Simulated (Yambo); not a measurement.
G0W0@LDA for K2TiF6 (space group P-3m1, No. 164) in Yambo. Reference settings: 3×3×2 Γ-centred k mesh, bands 2 to 198 and a 7 Ry block in the screening, 198 bands in G with the Bruneval-Gonze terminator, plasmon pole fitted at 27.2 eV. The LDA gap Γ → Γ on this mesh is 4.93 eV; G0W0 gaps are taken between the same points.

Gap (Γ → Γ) in eV against the number of bands and the screening block, terminator on:

```
bands (W and G)    2 Ry    3 Ry    4 Ry   6 Ry   7 Ry
---------------  ------  ------  ------  -----  -----
60               11.445  10.681  10.209  9.932  9.845
84               11.132  10.374   9.907  9.638  9.558
116              11.043  10.291   9.825  9.555  9.481
157              11.006  10.267   9.800  9.531  9.454
198              10.995  10.247   9.776  9.526  9.457
```

Rough cost of the Yambo step against the reference (shared machines):

| bands (W and G) | 2 Ry | 3 Ry | 4 Ry | 6 Ry | 7 Ry |
|---|---|---|---|---|---|
| 60 | 1/5 | 1/5 | 1/5 | 1/4 | 1/4 |
| 84 | 1/4 | 1/3 | 1/3 | 1/2 | 1/3 |
| 116 | 1/2 | 1/2 | ~1 | ~1 | 1/2 |
| 157 | ~1 | ~1 | ~1 | ~1 | ~1 |
| 198 | ~1 | ~1 | ~1 | ~1 | 1 |

At the largest block the last step in bands moves the gap by 0.003 eV; at the most bands the last step in the block moves it by -0.069 eV.

Geometry of the Materials Project entry, not relaxed at this level; primitive cell a = 5.6851 Å, b = 5.6851 Å, c = 4.5902 Å, α = 90.00°, β = 90.00°, γ = 120.00°.
